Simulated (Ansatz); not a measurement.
PdSeO₃:
```xyz
10
Lattice="3.4438 3.4426 0.0000 -3.4438 3.4426 0.0000 -3.2991 0.0000 5.9090" Properties=species:S:1:pos:R:3 pbc="T T T"
Pd    -1.7219     1.7213     0.0000
Pd     1.7219     1.7213     0.0000
Se    -3.2799     3.4426     3.7296
Se    -0.0192     3.4426     2.1795
O      0.8786     2.0800     1.7434
O     -4.1776     4.8052     4.1656
O     -4.1776     2.0800     4.1656
O      0.8786     4.8052     1.7434
O     -1.2063     3.4426     0.8184
O     -2.0928     3.4426     5.0906
```

Relaxed with LDA. Special points in fractions of this cell's reciprocal vectors: Γ (0.000, 0.000, 0.000); A (0.000, 0.000, 0.500); I2 (0.415, 0.415, 0.500); I (-0.415, 0.585, 0.500); M2 (-0.500, 0.500, 0.500); Y (0.500, 0.500, 0.000); L2 (0.000, 0.500, 0.500); V2 (0.000, 0.500, 0.000).

### Question
List the band energies nearest the valence-band maximum at these points for LDA with spin–orbit coupling in the plane-wave PAW code Ansatz.

### Answer
In eV from the valence-band maximum; about four levels below and three above (degenerate sets whole), none deeper than 8.9 eV; points with the same levels are listed once.

```json
[
 {"k": "Γ", "below": "-0.50 -0.50 -0.03 -0.03", "above": "0.70 0.70 2.17 2.17"},
 {"k": "A", "below": "-0.44 -0.44 -0.05 -0.05", "above": "0.90 0.90 2.50 2.50"},
 {"k": "I2", "below": "-0.34 -0.34 -0.05 -0.05", "above": "1.73 1.73 1.90 1.90"},
 {"k": "M2", "below": "-0.32 -0.32 0.00 0.00", "above": "1.71 1.71 1.93 1.93"},
 {"k": "Y", "below": "-0.43 -0.43 -0.07 -0.07", "above": "1.07 1.07 2.03 2.03"},
 {"k": "L2", "below": "-0.57 -0.57 -0.42 -0.42", "above": "1.74 1.74 1.79 1.79"},
 {"k": "V2", "below": "-0.61 -0.61 -0.61 -0.61", "above": "1.42 1.42 1.59 1.59"}
]
```

Space group C2/m. The first step of the workflow began from a Materials Project structure, measured or hypothetical; the Crystallography Open Database copy checked does not list it. COD files the formula under space group No. 11. Whether it is the stable phase at ambient conditions was not checked. The cell was relaxed with LDA under the symmetry of its start; whether a distortion lowers the energy is not shown. The run is not spin-polarised. A crystal of weakly bound layers computed without a dispersion correction: the cell and the soft elastic constants depend strongly on that.

Potentials: the later of the program's two PAW sets.
